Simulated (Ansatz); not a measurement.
Consider the following.

YAlGe:
Space group Cmcm (No. 63); a = 4.034 Å, b = 10.469 Å, c = 5.756 Å, α = β = γ = 90.00°

```tsv
atom	site	symmetry	x	y	z
Y	4c	m2m	0.0000	0.6898	0.2500
Al	4a	2/m..	0.0000	0.0000	0.0000
Ge	4c	m2m	0.0000	0.3950	0.2500
```
(The calculation used a cell of 6 atoms; values per cell refer to that cell.)

This is the r²SCAN-relaxed structure.

Q: All from plane-wave PAW r²SCAN (Ansatz code), unless another level is named. Estimate the electronic character.

A: metallic (no gap).

Q: Predict the formation energy from the elements (no fitted shifts).

A: -0.74 eV/atom.

Q: Give the density of states at the Fermi level.

A: 0.25 states/eV per atom (mean over ±0.08 eV).

The first step of the workflow began from a Materials Project structure, measured or hypothetical; the Crystallography Open Database files this formula in space group No. 63, but the cells were not matched. Its standing as an ambient phase is unchecked. The cell was relaxed with r²SCAN under the symmetry of its start; whether a distortion lowers the energy is not shown. No spin polarisation was allowed. The references are the lowest solids computed at this level, not always the standard phases. Scalar-relativistic: spin–orbit coupling is off unless named, which matters more the heavier the elements.

Potentials: the earlier of the program's two PAW sets.
